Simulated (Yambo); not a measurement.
BaTiO$_{3}$ (space group P4mm, No. 99), G0W0@PBEsol in Yambo with this input:

```
rim_cut
gw0
dyson
el_el_corr
HF_and_locXC
ppa
em1d
RandQpts= 1000000
RandGvec= 1 Ry
EXXRLvcs= 84 Ry
VXCRLvcs= 336 Ry
Chimod= "HARTREE"
% BndsRnXp
 2 | 127 |
%
NGsBlkXp= 8 Ry
% LongDrXp
 1.0 | 1.0 | 1.0 |
%
PPAPntXp= 27.2114 eV
% GbndRnge
 1 | 127 |
%
GTermKind= "BG"
DysSolver= "n"
ExtendOut
```

On a 4×4×4 mesh, with wavefunctions cut at 84 Ry, the gap (A → Γ) is 3.357 eV and the valence edge shifts by -0.321 eV.

**Question.** What happens with this change: 52 bands in G?

**Answer.** The gap falls by 0.046 eV, to 3.311 eV; the shift of the valence edge becomes -0.296 eV. Neither run is shown to be the converged limit.

Geometry of the Materials Project entry, not relaxed at this level; primitive cell a = 3.990 Å, b = 3.990 Å, c = 4.103 Å, α = 90.00°, β = 90.00°, γ = 90.00°.

A shift is the quasiparticle energy of the state minus its PBEsol energy.
